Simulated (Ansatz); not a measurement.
Structures of GeSe3: which is lowest?

Plane-wave DFT in Ansatz with scalar-relativistic PAW potentials, cutoff 420 eV, Γ-centred meshes chosen by cell and gap, Gaussian smearing with energies taken to zero width. Every cell was relaxed (cell and atoms) in a run of its own, within the symmetry of its start. Functional: PBE.

Relaxed structures (starts from databases or built by putting these elements on another compound's sites):
A. I4/mmm, 4 atoms in the computed cell, a = 3.775 Å, c = 14.787 Å; sites (symmetry × multiplicity) Ge 4/mmm × 2, Se -4m2 × 4 + 4/mmm × 2; start: built
B. P6_3/mmc, 8 atoms in the computed cell, a = 6.040 Å, c = 5.415 Å; sites (symmetry × multiplicity) Ge -6m2 × 2, Se mm2 × 6; start: built
C. Pm-3m, 4 atoms in the computed cell, a = 4.379 Å; sites (symmetry × multiplicity) Ge m-3m × 1, Se 4/mm.m × 3; start: built

Q: Rank them by energy. Could pressure change the order?

A:
| structure | group | E − E(lowest) (meV/atom) | V (Å³/atom) | gap on mesh (eV) |
| --- | --- | --- | --- | --- |
| A | I4/mmm | 0.0 | 26.34 | 0.00 |
| B | P6_3/mmc | 255 | 21.38 | 0.00 |
| C | Pm-3m | 338 | 20.99 | 0.00 |

A is lowest, 255 meV/atom under B. B is denser by 4.95 Å³/atom, so pressure favours it: ΔE/ΔV, with ΔE in eV and 1 eV/Å³ = 160.2 GPa, gives about 8 GPa for equal enthalpy if both cells were rigid, a rough figure since the two compress differently. Without a dispersion term the weakly bound lowest cell is too large, so ΔV and this pressure are artefacts in part: a slight pressure closes the gap between layers first. Other structures may lie lower than all of these, and vibrations aren't counted.